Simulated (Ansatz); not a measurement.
According to the program Ansatz at the r²SCAN level (PAW), Ti$_{3}$CuC$_{2}$ in the hexagonal phase (P6_3/mmc; Ti on 4f, Ti on 2a, Cu on 2b, C on 4f) relaxes to a = 3.054 Å, c = 17.852 Å. C has 6 nearest neighbours from 2.08 Å (octahedral). Its formation energy from the elements is -0.66 eV/atom, with no fitted shifts.

Electronic character: metallic (no gap).

An equation-of-state fit gives a bulk modulus of 156 GPa. Bader charges are Ti +1.54 to +1.74, Cu -0.97, C -1.92 e.

The start of the workflow was typed in or built on a structure type; neither database checked (COD, Materials Project) lists it. Whether it is the stable phase at ambient conditions was not checked. Symmetry was held in the r²SCAN relaxation; its stability against distortions is not shown here. The run is not spin-polarised. The references are the lowest solids computed at this level, not always the standard phases.

Potentials: the earlier of the program's two PAW sets.
